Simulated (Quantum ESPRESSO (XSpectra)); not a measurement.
**The core hole at the Se K edge of InSe (P6₃/mmc)**

```
InSe
1.0
    4.04173     0.00000     0.00000
   -2.02087     3.50024     0.00000
    0.00000     0.00000    17.42844
In Se
4 4
Direct
  0.33333   0.66667   0.33030
  0.66667   0.33333   0.66970
  0.66667   0.33333   0.83030
  0.33333   0.66667   0.16970
  0.33333   0.66667   0.59732
  0.66667   0.33333   0.40268
  0.66667   0.33333   0.09732
  0.33333   0.66667   0.90268
```

Geometry: Materials Project entry mp-20485 (a computed structure). The cell is the entry's, not relaxed again.

Absorber: atom 5, Se on Wyckoff site f (site symmetry 3m.), with 3 In at 2.65 Å.

Simulated with Quantum ESPRESSO (XSpectra): LDA, no, half or full core hole, dipole K-edge X-ray absorption, plane waves, Troullier-Martins potentials made with ld1.x and PseudoDojo potentials for the other elements (Perdew-Zunger form enforced), scalar-relativistic, no spin, constant broadening.

Full-hole run: 32-atom cell (absorber images 8.1 Å apart), 56 Ry, k meshes 2×2×1 (SCF) and 3×3×1 (spectrum), Lorentzian half width 1.5 eV. The ground-state test found a gap, so occupations are fixed and the excited electron is left out (charged cell on a uniform background); energies count from the highest occupied level. Field directions run: x; z, weighted by the site's symmetry in the crystal. Intensities are scaled to a mean of 1 over 0–35 eV.

The half-hole run shares these settings; the run without a hole takes the primitive cell with a 5×5×1 mesh.

| core hole | mean 0–10 eV | mean 10–20 eV | mean 20–30 eV | highest value below 30 eV |
|---|---|---|---|---|
| none (primitive cell) | 1.13 | 0.93 | 0.95 | 1.3 |
| half | 1.12 | 0.92 | 0.98 | 1.2 |
| full | 1.08 | 0.94 | 1.01 | 1.2 |

From no hole to a full hole the mean over the first 10 eV goes from 1.13 through 1.12 to 1.08. The cell size was not varied. Each run counts from its own energy zero.
